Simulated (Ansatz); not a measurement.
Consider the following.

MgPt:
```yaml
crystal:
  lattice:
    - [5.02761, 0.00000, 0.00000]
    - [0.00000, 5.02761, 0.00000]
    - [0.00000, 0.00000, 5.02761]
  atoms:
    - { symbol: Mg, position: [0.15534, 0.34466, 0.65534] }
    - { symbol: Mg, position: [0.34466, 0.65534, 0.15534] }
    - { symbol: Mg, position: [0.65534, 0.15534, 0.34466] }
    - { symbol: Mg, position: [0.84466, 0.84466, 0.84466] }
    - { symbol: Pt, position: [0.85295, 0.64705, 0.35295] }
    - { symbol: Pt, position: [0.64705, 0.35295, 0.85295] }
    - { symbol: Pt, position: [0.35295, 0.85295, 0.64705] }
    - { symbol: Pt, position: [0.14705, 0.14705, 0.14705] }
```

This is the PBEsol-relaxed structure.

Q: All from the program Ansatz at the PBEsol level (PAW), unless another level is named. Predict the bulk modulus (Birch–Murnaghan fit).

A: 125 GPa.

Q: What about the highest zone-centre frequency?

A: 42.0 meV.

Q: Predict the elastic constants (relaxed ions, GPa).

A: C11 = 179, C12 = 98.5, C44 = -22.8.

Space group P2_13. The first step of the workflow began from a Materials Project structure, measured or hypothetical; the Crystallography Open Database copy checked does not list it. With Mg and Pt taken as one species the cell has the higher symmetry Pa-3, so it may be an ordered model of a mixed-site phase. Whether it is the stable phase at ambient conditions was not checked. The PBEsol relaxation kept the symmetry of its start. At this level the phase is mechanically unstable. No spin polarisation was allowed. As this level gives no gap, shear constants depend on the k-mesh and smearing (Fermi–Dirac, 0.1 eV here). Scalar-relativistic: spin–orbit coupling is off unless named, which matters more the heavier the elements.

Potentials: the later of the program's two PAW sets.
